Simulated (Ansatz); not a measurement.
Input file for Ansatz (an electronic-structure program):

Ansatz 0.2 input:
```yaml
crystal:
  lattice:
    - [3.4188750478, 0.0, 0.0]
    - [0.0, 3.4188750478, 0.0]
    - [0.0, 0.0, 3.4188750478]
  atoms:
    - { symbol: Ta, position: [0.0, 0.0, 0.0] }
    - { symbol: Te, position: [0.5, 0.5, 0.5] }
kpoints:
  mp_grid: { grid: [9, 9, 9] }
  band_path:
    path:
      - [[0.0, 0.0, 0.0], [0.0, 0.5, 0.0], [0.5, 0.5, 0.0], [0.0, 0.0, 0.0], [0.5, 0.5, 0.5], [0.0, 0.5, 0.0]]  # Γ-X-M-Γ-R-X
      - [[0.5, 0.5, 0.5], [0.5, 0.5, 0.0]]  # R-M
    npoints: 12
basis: { xc_grid: 2 }
hamiltonian:
  xc: pbe
  pseudopotentials: { kind: paw }
magnetization: { noncollinear: true, spin_orbit: true }
scf:
  n_extra_bands: 13
  convergence: { dr2_threshold: 0.0000000001 }
  occupations: { method: gaussian, width: 0.05 }
output: { eigenvalues: true }
```

Output (shortened):

```
Pseudopotential: Ta, paw_fr, valence charge 13
Pseudopotential: Te, paw_fr, valence charge 16
Functional definition: PBE
non-collinear run that drives no moment, with spin-orbit …
Crystal: 2 atoms, lattice volume = 39.962 Å³
Basis set: ecut = 420 eV, 751 PW (Γ), exchange–correlation on 48×48×48 points (8 copies of the dense FFT grid, shifted against one another)
Bands: 42, of which v1, the nominal top of the filled ones, is band 29 counted from 1 (28 counted from 0)
Symmetry: 48 space group operations + 48 with time reversal
k-points: 35 of 729
Projection manifold: j_resolved (fully-relativistic pseudo-atomic orbitals)
SCF iter   1: F=—  HF=-16937.703688 eV  |F-HF|=—  |Δ(HF+E_count)|=         —  Δρ=5.08e-2  dr2=2.31e0  dr2_m=0.00e0 (ungated)  ethr=3.10e-3  |M|=0.00e0 ∫|m|=0.00e0 μB  |m|>n=0.0e0 m-floor=0.0e0 τ_xc=0.0e0  β_m=0.30  ⟨swp⟩=7.4  Hψ=3629  notcnv=0  defer=20
preconditioner: auto → none
SCF iter   2: F=—  HF=-16937.367792 eV  |F-HF|=—  |Δ(HF+E_count)|=   3.36e-1  Δρ=3.50e-2  dr2=1.02e0  dr2_m=0.00e0 (ungated)  ethr=3.10e-3  |M|=0.00e0 ∫|m|=0.00e0 μB  |m|>n=0.0e0 m-floor=0.0e0 τ_xc=0.0e0  β_m=0.58  ⟨swp⟩=1.9  Hψ=984  notcnv=0  defer=208
SCF iter   3: F=—  HF=-16937.066555 eV  |F-HF|=—  |Δ(HF+E_count)|=   3.01e-1  Δρ=6.01e-3  dr2=2.51e-2  dr2_m=0.00e0 (ungated)  ethr=3.10e-3  |M|=0.00e0 ∫|m|=0.00e0 μB  |m|>n=0.0e0 m-floor=0.0e0 τ_xc=0.0e0  β_m=0.65  ⟨swp⟩=2.1  Hψ=938  notcnv=0  defer=208
SCF iter   4: F=—  HF=-16937.057808 eV  |F-HF|=—  |Δ(HF+E_count)|=   8.75e-3  Δρ=2.43e-3  dr2=3.80e-3  dr2_m=0.00e0 (ungated)  ethr=8.66e-5  |M|=0.00e0 ∫|m|=0.00e0 μB  |m|>n=0.0e0 m-floor=0.0e0 τ_xc=0.0e0  β_m=0.60  ⟨swp⟩=3.1  Hψ=1425  notcnv=0  defer=206
SCF iter   5: F=—  HF=-16937.056958 eV  |F-HF|=—  |Δ(HF+E_count)|=   8.50e-4  Δρ=8.06e-4  dr2=3.96e-4  dr2_m=0.00e0 (ungated)  ethr=1.31e-5  |M|=0.00e0 ∫|m|=0.00e0 μB  |m|>n=0.0e0 m-floor=0.0e0 τ_xc=0.0e0  β_m=0.80  ⟨swp⟩=2.0  Hψ=721  notcnv=0  defer=206
SCF iter   6: F=—  HF=-16937.056867 eV  |F-HF|=—  |Δ(HF+E_count)|=   9.14e-5  Δρ=4.10e-5  dr2=1.18e-6  dr2_m=0.00e0 (ungated)  ethr=1.37e-6  |M|=0.00e0 ∫|m|=0.00e0 μB  |m|>n=0.0e0 m-floor=0.0e0 τ_xc=0.0e0  β_m=0.78  ⟨swp⟩=2.0  Hψ=776  notcnv=0  defer=206
SCF iter   7: F=—  HF=-16937.056866 eV  |F-HF|=—  |Δ(HF+E_count)|=   1.25e-6  Δρ=6.20e-6  dr2=3.04e-8  dr2_m=0.00e0 (ungated)  ethr=4.08e-9  |M|=0.00e0 ∫|m|=0.00e0 μB  |m|>n=0.0e0 m-floor=0.0e0 τ_xc=0.0e0  β_m=0.89  ⟨swp⟩=2.5  Hψ=1007  notcnv=0  defer=206
SCF iter   8: F=-16937.056866 eV  HF=-16937.056866 eV  |F-HF|=1.09e-11  |Δ(HF+E_count)|=   3.60e-9  Δρ=4.24e-7  dr2=4.29e-11  dr2_m=0.00e0 (ungated)  ethr=1.00e-12  |M|=0.00e0 ∫|m|=0.00e0 μB  |m|>n=0.0e0 m-floor=0.0e0 τ_xc=0.0e0  ⟨swp⟩=9.3  Hψ=3443  notcnv=0
SCF 1 converged in 8 iterations: F = -16937.056866 eV  dr2 = 4.29e-11
NSCF: frozen V_eff on 74 k-points
SCF converged after 8 iterations
Magnetization: |M| = 0.0000 μB,  M = (+0.0000, +0.0000, +0.0000) μB
Absolute magnetization: 0.0000 μB (∫|m|)
  site 0: m = (+0.0000, +0.0000, +0.0000) μB, |m| = 0.0000 μB  (R = 1.22 Å)
  site 1: m = (+0.0000, +0.0000, +0.0000) μB, |m| = 0.0000 μB  (R = 1.22 Å)
Free energy (F): -16937.056866 eV
Harris-Foulkes:  -16937.056866 eV  (|F-HF|=1.09e-11)
Internal energy: -16937.052507 eV  (E = F + TS)
E sigma→0 (E₀):  -16937.054686 eV
Entropy (-TS):   -0.004359 eV (-2.180 meV/atom)
Fermi energy:    18.093511 eV
--- Per-component energies (eV) ---
  E_band       = -261.589290
  E_kinetic    = 549.626944
  E_local      = -1331.719763  (includes V_loc(G=0)·N_el)
  E_nonlocal   = -298.240849
  E_hartree    = 811.546432
  E_xc         = -343.738602
  E_vxc        = -309.915774  (∫ρ·V_xc dr)
  E_paw        = -13082.578357  (= ΣΔE_a)
  E_vpaw       = -494.432528  (= ΣTr[D̂ρ^β])
  E_aug_tail   = -0.000049  (compensation charges beyond the density's cutoff)
  E_ewald      = -3241.948262
  E_smearing   = -0.004359  (= −TS)
  E_closure    = 0.000000  (closes the sum)
  Σ components = -16937.056866   (vs F -16937.056866, Δ=0.00e0)
  [band-id]    e_kinetic+e_local+e_nonlocal+2·e_hartree+e_vxc+e_vpaw+e_augmentation_tail = -261.589156   (vs E_band -261.589290, Δ=1.34e-4)
--- Band table (eV; the first three rows and the last of 35) ---
  k-point 0: bands = ["-50.2564", "-50.2564", "-23.1403", "-23.1403", "-20.6490", "-20.6490", "-20.6490", "-20.6490", "-19.1927", "-19.1927", "-19.1927", "-19.1927", "-19.1756", "-19.1756", "-14.4078", "-14.4078", "-14.4078", "-14.4078", "3.1815", "3.1815", …
  k-point 1: bands = ["-50.2559", "-50.2559", "-23.1433", "-23.1433", "-20.6492", "-20.6492", "-20.6482", "-20.6482", "-19.1928", "-19.1928", "-19.1906", "-19.1906", "-19.1766", "-19.1766", "-14.4231", "-14.4231", "-14.4044", "-14.4044", "3.3405", "3.3405", …
  k-point 2: bands = ["-50.2545", "-50.2545", "-23.1507", "-23.1507", "-20.6496", "-20.6496", "-20.6461", "-20.6461", "-19.1933", "-19.1933", "-19.1852", "-19.1852", "-19.1790", "-19.1790", "-14.4613", "-14.4613", "-14.3959", "-14.3959", "3.7936", "3.7936", …
  k-point 34: bands = ["-50.2430", "-50.2430", "-23.2050", "-23.2050", "-20.6449", "-20.6449", "-20.6445", "-20.6445", "-19.1833", "-19.1833", "-19.1745", "-19.1745", "-19.1743", "-19.1743", "-14.5352", "-14.5352", "-14.5333", "-14.5333", "7.3303", "7.3303", …
```

Cost: very roughly 24 core-seconds on shared cores.

Space group Pm-3m (CsCl type). The start of the workflow was typed in or built on a structure type; neither database checked (COD, Materials Project) lists it. Whether it is the stable phase at ambient conditions was not checked. Symmetry was held in the PBE relaxation; its stability against distortions is not shown here. No spin polarisation was allowed. Its formation energy is positive at this level, so the cell may be metastable or incomplete.

Potentials: the later of the program's two PAW sets.

Ansatz is a plane-wave DFT program.
